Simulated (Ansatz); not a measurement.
BeS:
```
BeS
1.0
    3.27126     0.00000     0.00000
   -1.63563     2.83299     0.00000
    0.00000     0.00000     5.20688
Be S
2 2
Direct
  0.00000   0.00000   0.00000
  0.00000   0.00000   0.50000
  0.33333   0.66667   0.25000
  0.66667   0.33333   0.75000
```

Relaxed with PBEsol.

### Question
Give the optical modes at the zone centre with their infrared and Raman activity from DFPT, the program Ansatz at the PBEsol level (PAW).

### Answer
Transverse frequencies, without the LO–TO term; a row sums one degenerate level.

| ω (cm⁻¹) | degeneracy | IR ((D/Å)²/amu) | Raman (Å⁴/amu) | activity | symmetry |
|---|---|---|---|---|---|
| 177i | 1 | 52.69 | 0 | IR | A2u |
| 18i | 2 | 0.00 | 0 | silent | E2u |
| 257 | 2 | 0.00 | 26 | Raman | E2g |
| 281 | 2 | 90.77 | 0 | IR | E1u |
| 349 | 1 | 0.00 | 0 | silent | B1g |
| 595 | 1 | 0.00 | 0 | silent | B2u |

### Question
How high does the top mode go among those that the LO–TO term moves?

### Answer
549 cm⁻¹ for q along x, 549 cm⁻¹ for q along y, 451 cm⁻¹ for q along z.

Space group P6_3/mmc (NiAs type). A made-up cell: these elements were put on the sites of a structure type; neither database checked (COD, Materials Project) lists it. COD files the formula under space group No. 216, so this cell is another polymorph or a model. Whether it is the stable phase at ambient conditions was not checked. The cell was relaxed with PBEsol under the symmetry of its start. At this level the phase is dynamically unstable (imaginary phonons).

Potentials: the later of the program's two PAW sets.
